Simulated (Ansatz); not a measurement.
Ansatz (a first-principles code) input:

Ansatz 0.2 input:
```yaml
crystal:
  lattice:
    - [4.073867033, 0.0, 0.0]
    - [-2.0369335165, 3.5280723423, 0.0]
    - [0.0, 0.0, 6.6385185808]
  atoms:
    - { symbol: Cd, position: [0.6666666667, 0.3333333333, 0.5004719233] }
    - { symbol: Cd, position: [0.3333333333, 0.6666666667, 0.0004719233] }
    - { symbol: S, position: [0.6666666667, 0.3333333333, 0.8765280767] }
    - { symbol: S, position: [0.3333333333, 0.6666666667, 0.3765280767] }
kpoints:
  mp_grid: { grid: [8, 8, 4] }
hamiltonian:
  xc: lda
  pseudopotentials: { azcp: { folder: ./paw }, kind: paw }
scf:
  occupations: { method: fixed }
phonons:
  method: dfpt
  response_accuracy: low
  eigenvectors: true
  rigid_motions: translations
  dielectric: true
  raman: true
```

Output (shortened):

```
zone centre: on kpoints.mp_grid the ground state, and the responses unless they are solved on pairs of k-points, stand on 78 of the mesh's 256 k-points, …
Pseudopotentials: kind: paw
Pseudopotential: Cd, paw, valence charge 20
Pseudopotential: S, paw, valence charge 6
Functional definition: SPW92
Crystal: 4 atoms, lattice volume = 95.415 Å³
Basis set: ecut = 420 eV, 1811 PW (Γ), exchange–correlation on 60×60×96 points (8 copies of the dense FFT grid, shifted against one another)
Bands: 32, of which v1, the nominal top of the filled ones, is band 26 counted from 1 (25 counted from 0)
Symmetry: 12 space group operations
k-points: 78 of 256 (irreducible under 2 space group operations, time reversal used)
PAW frozen core: Cd, regenerated for the run's functional, and the local potential with it
PAW frozen core: S, regenerated for the run's functional, and the local potential with it
Initial density: superposition of atomic densities (chi_scale 0.1, normalization cell, long waves kept (reshape's long-wave potential 0.00 eV rms))
Initial wavefunctions: pseudopotential atomic-orbital guess
Eigensolver: davidson
Functional: x = slater, c = lda
all-band conjugate gradients solve this SCF's bands
SCF 1 converged in 9 iterations: F = -17977.407878 eV  dr2 = 9.51e-11
── the response to a field inside a basis, on 10×10×6 k-points: an SCF that follows is theirs, and a resumed run solves both again ──
Crystal: 4 atoms, lattice volume = 95.415 Å³
Bands: 27, of which v1, the nominal top of the filled ones, is band 26 counted from 1 (25 counted from 0)
k-points: 90
Initial density: handed on by an earlier stage of this run
Initial wavefunctions: pseudopotential atomic-orbital guess (no wavefunctions were taken with the density)
Eigensolver: Dense (90 Hₖ)
all-band conjugate gradients don't solve this SCF's bands (scf.eigensolver.kind)
SCF 1 converged in 6 iterations: F = -17977.393826 eV  dr2 = 1.59e-11
WARN: field response: ε∞ stands inside a basis, on 10×10×6 points …
SCF converged after 9 iterations
Free energy (F): -17977.407878 eV
Harris-Foulkes:  -17977.407878 eV  (|F-HF|=4.00e-11)
Internal energy: -17977.407878 eV  (E = F + TS)
E sigma→0 (E₀):  -17977.407878 eV
Fermi energy:    7.196502 eV
--- Per-component energies (eV) ---
  E_band       = -1003.782931
  E_kinetic    = 1095.132241
  E_local      = -7982.232128  (includes V_loc(G=0)·N_el)
  E_nonlocal   = 325.325901
  E_hartree    = 3626.350541
  E_xc         = -488.492285
  E_vxc        = -559.111431  (∫ρ·V_xc dr)
  E_paw        = -9079.153805  (= ΣΔE_a)
  E_vpaw       = -1135.599321  (= ΣTr[D̂ρ^β])
  E_aug_tail   = 0.000583  (compensation charges beyond the density's cutoff)
  E_ewald      = -5476.178458
  E_core_change = 1.839534  (= ΣΔE_core)
  E_smearing   =  0.000000  (= −TS)
  E_closure    = 0.000000  (closes the sum)
  Σ components = -17977.407878   (vs F -17977.407878, Δ=0.00e0)
--- Band table (eV; the first three rows and the last of 78) ---
  k-point 0: bands = ["-94.0141", "-94.0141", "-55.1602", "-55.1602", "-55.1601", "-55.1600", "-55.1600", "-55.1593", "-5.4291", "-4.9369", "-0.6995", "-0.6889", "-0.6889", "-0.5948", "-0.5948", "-0.2193", "-0.2193", "-0.1135", "-0.1135", "0.2596", "2.4445", …
  k-point 1: bands = ["-94.0141", "-94.0141", "-55.1601", "-55.1601", "-55.1600", "-55.1600", "-55.1600", "-55.1594", "-5.3557", "-5.0063", "-0.6790", "-0.6790", "-0.6555", "-0.6126", "-0.6126", "-0.2004", "-0.2004", "-0.1255", "-0.1255", "-0.0704", "3.1456", …
  k-point 2: bands = ["-94.0141", "-94.0141", "-55.1601", "-55.1601", "-55.1601", "-55.1601", "-55.1597", "-55.1597", "-5.1791", "-5.1791", "-0.6498", "-0.6498", "-0.6498", "-0.6498", "-0.4698", "-0.4698", "-0.1595", "-0.1595", "-0.1595", "-0.1595", "4.5425", …
  k-point 77: bands = ["-94.0141", "-94.0141", "-55.1606", "-55.1606", "-55.1604", "-55.1604", "-55.1596", "-55.1596", "-4.8594", "-4.8594", "-0.5154", "-0.5154", "-0.4659", "-0.4659", "-0.2846", "-0.2846", "-0.1548", "-0.1548", "0.2743", "0.2743", "3.0645", …
  band table: 32 of 32 bands, residual norms ≤ 1.0e-3 eV
--- Phonons (Γ-DFPT): 4 representative perturbations + reference, on 78 of 256 k-points (Σ response iterations 12) ---
  k mesh reduced under 2 symmetry operations, with k and −k counted as one. Each operation leaves every solved perturbation unchanged …
  ASR residual: 1.284e-4 → 0.000e0 eV/Å²; symmetrization residual: 1.505e-4 eV/Å²
  ASR residual per site (eV/Å²): 7.18e-5 7.18e-5 1.28e-4 1.28e-4
  Γ frequencies (cm⁻¹): 0.00 0.00 0.00 42.01 42.01 136.91 240.62 247.55 247.55 260.65 260.65 306.90
  ε∞ (high-frequency dielectric tensor):
        6.407672     0.000000     0.000000
        0.000000     6.407672     0.000000
        0.000000     0.000000     6.566103
  ε⁰ (static dielectric tensor: ions relaxed, cell fixed):
        9.285888     0.000000     0.000000
        0.000000     9.285888     0.000000
        0.000000     0.000000     9.944648
  ε⁰ − ε∞ (ionic part):
        2.878216     0.000000     0.000000
        0.000000     2.878216     0.000000
        0.000000     0.000000     3.378545
  softest optical mode at Γ: 42.01 cm⁻¹; the repairs (sum rule, projections) moved no ω² at Γ by more than (4.05 cm⁻¹)²
  Born effective charges Z* (e; rows j = field, columns β = displacement):
    site 0:
         2.06537    0.00000    0.00000
         0.00000    2.06537    0.00000
         0.00000    0.00000    2.17507
    site 1:
         2.06537    0.00000    0.00000
         0.00000    2.06537    0.00000
         0.00000    0.00000    2.17507
    site 2:
        -2.06537    0.00000    0.00000
         0.00000   -2.06537    0.00000
         0.00000    0.00000   -2.17507
    site 3:
        -2.06537    0.00000    0.00000
         0.00000   -2.06537    0.00000
         0.00000    0.00000   -2.17507
  Z* charge neutrality: 2.861e-2 e pre-enforcement
  solved inside a basis spanned on kpoints, on 10×10×6 k-points transformed towards the longest dipole …
  Raman tensors (in the event stream and the table raman_tensors.tsv) …
  optical modes at Γ without the LO–TO term, one row a degenerate level:
      ω (cm⁻¹)  modes    IR ((D/Å)²/amu)  static Raman (Å⁴/amu)  depolarisation
         42.01      2             0.0000                 0.5157           0.750
        136.91      1             0.0000                 0.0000               —
        240.62      1             8.7508                14.3004           0.725
        247.55      2            15.7806                 8.6063           0.750
        260.65      2             0.0000                 7.0902           0.750
        306.90      1             0.0000                 0.0000               —
  optical modes at Γ + LO–TO along q̂ = [1.0000, 0.0000, 0.0000]:
      ω (cm⁻¹)  modes    IR ((D/Å)²/amu)  static Raman (Å⁴/amu)  depolarisation
         42.01      2             0.0000                 0.5157           0.750
        136.91      1             0.0000                 0.0000               —
        240.62      1             8.7508                14.3004           0.725
        247.55      1             7.8903                 4.3032           0.750
        260.65      2             0.0000                 7.0902           0.750
        298.00      1             7.8903                 0.3584           0.750
        306.90      1             0.0000                 0.0000               —
  optical modes at Γ + LO–TO along q̂ = [0.0000, 1.0000, 0.0000]:
      ω (cm⁻¹)  modes    IR ((D/Å)²/amu)  static Raman (Å⁴/amu)  depolarisation
         42.01      2             0.0000                 0.5157           0.750
        136.91      1             0.0000                 0.0000               —
        240.62      1             8.7508                14.3004           0.725
        247.55      1             7.8903                 4.3032           0.750
        260.65      2             0.0000                 7.0902           0.750
        298.00      1             7.8903                 0.3584           0.750
        306.90      1             0.0000                 0.0000               —
  optical modes at Γ + LO–TO along q̂ = [0.0000, 0.0000, 1.0000]:
      ω (cm⁻¹)  modes    IR ((D/Å)²/amu)  static Raman (Å⁴/amu)  depolarisation
         42.01      2             0.0000                 0.5157           0.750
        136.91      1             0.0000                 0.0000               —
        247.55      2            15.7806                 8.6063           0.750
        260.65      2             0.0000                 7.0902           0.750
        296.12      1             8.7508                 1.8602           0.521
        306.90      1             0.0000                 0.0000               —
```

Cost: very roughly 30 core-minutes on shared cores.

Space group P6_3mc (wurtzite). Symmetry was held in the LDA relaxation. Spin–orbit coupling is left out wherever it is not named.

Potentials: the earlier of the program's two PAW sets. The files were generated under PBE; for other functionals the program regenerates the frozen cores, and for LDA and PBEsol the local potential too.

Ansatz is a plane-wave DFT program.
